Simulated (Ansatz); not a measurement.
A relaxed structure of SiRu is spoiled in several ways and relaxed again each time (noise and exchanges are one random draw each; squeezed and stretched starts keep its symmetry, which their runs cannot lower; pressure is positive under compression). These are r2SCAN (plane waves to 500 eV, PAW, scalar-relativistic; Ansatz, an electronic-structure program) values and carry that method's errors.

Space group P2₁3 (No. 198); a = b = c = 4.705 Å, α = β = γ = 90.00°

| atom | site | symmetry | x | y | z |
|---|---|---|---|---|---|
| Ru | 4a | .3. | 0.1294 | 0.1294 | 0.1294 |
| Si | 4a | .3. | 0.8376 | 0.8376 | 0.8376 |

Q: One start gave a first pressure of +11.9 GPa, a largest first force of 2.51 eV/Å and released 0.27 eV/atom. Which change was it?
A. stretched uniformly to 150 % of its volume
B. deformed by the Cartesian strain tensor (xx, yy, zz, yz, xz, xy) = (0.052, -0.100, 0.047, 0.016, -0.007, -0.057)
C. with every coordinate shifted by Gaussian noise of σ = 0.2 Å
D. shaken by Gaussian noise of σ = 0.08 Å a coordinate

A: B, deformed by the Cartesian strain tensor (xx, yy, zz, yz, xz, xy) = (0.052, -0.100, 0.047, 0.016, -0.007, -0.057). All starts:

| change | first pressure (GPa) | largest first force (eV/Å) | released (eV/atom) | moves | outcome | final group | E − E(parent) (eV/atom) |
|---|---|---|---|---|---|---|---|
| stretched uniformly to 150 % of its volume | -39.8 | 1.53 | 1.21 | 8 | returns to the parent | P2₁3 | 0.000 |
| deformed by the Cartesian strain tensor (xx, yy, zz, yz, xz, xy) = (0.052, -0.100, 0.047, 0.016, -0.007, -0.057) | 11.9 | 2.51 | 0.27 | 6 | returns to the parent | P2₁3 | 0.000 |
| with every coordinate shifted by Gaussian noise of σ = 0.2 Å | – | – | 1.8 | 7 | returns to the parent | P2₁3 | 0.000 |
| shaken by Gaussian noise of σ = 0.08 Å a coordinate | 6.4 | 4.16 | 0.12 | 4 | returns to the parent | P2₁3 | 0.000 |

First-step values come from each run's starting, coarser k-mesh (5×5×5, 5×6×5). Each cell has its own k-point mesh; energy differences are given only to the digits this allows. No spin polarisation in the result.

The first start was generated by placing the elements on the sites of a structure type. Materials Project lists a structure of SiRu in the same space group, P2₁3 (No. 198); the sites were not compared with it, nor with measured phases.
